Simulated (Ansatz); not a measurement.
An Ansatz (an electronic-structure program) input:

Ansatz 0.2 input:
```yaml
crystal:
  lattice:
    - [4.0213583028, 0.0, 0.0]
    - [0.0, 4.0213583028, 0.0]
    - [0.0, 0.0, 4.0213583028]
  atoms:
    - { symbol: Sc, position: [0.0, 0.0, 0.0] }
    - { symbol: F, position: [0.0, 0.0, 0.5] }
    - { symbol: F, position: [0.5, 0.0, 0.0] }
    - { symbol: F, position: [0.0, 0.5, 0.0] }
kpoints:
  mp_grid: { grid: [5, 5, 5] }
hamiltonian:
  xc: hse06
  pseudopotentials: { azcp: { folder: ./paw }, kind: paw }
scf:
  n_extra_bands: 6
  occupations: { method: fixed }
output:
  eigenvalues: true
  eigenstates:
    e_range: [-9.0, 17.4]
    kpoints:
      - [0.5, 0.5, 0.5]  # VBM
      - [0.0, 0.0, 0.0]  # CBM
      - [0.0, 0.0, 0.0]  # GAMMA
      - [0.5, 0.5, 0.5]  # R
      - [0.5, 0.5, 0.0]  # M
      - [0.0, 0.5, 0.0]  # X
```

**Question.** How many symmetry operations and irreducible k-points will the run report?

**Answer.** 48 operations, 10 of 125 k-points.

**Question.** With a cutoff of 420 eV, how many plane waves at Γ?

**Answer.** 1309.

It took about 2.3 core-minutes (a rough figure) on shared server cores.

The points marked VBM and CBM come from a semilocal run.

Space group Pm-3m (ReO3 type). The first step of the workflow began from a Materials Project structure, measured or hypothetical; the Crystallography Open Database files this formula in space group No. 221, but the cells were not matched. Its standing as an ambient phase is unchecked. Symmetry was held in the PBEsol relaxation; whether a distortion lowers the energy is not shown. No spin polarisation was allowed.

Potentials: the earlier of the program's two PAW sets.

Ansatz is a plane-wave DFT program.
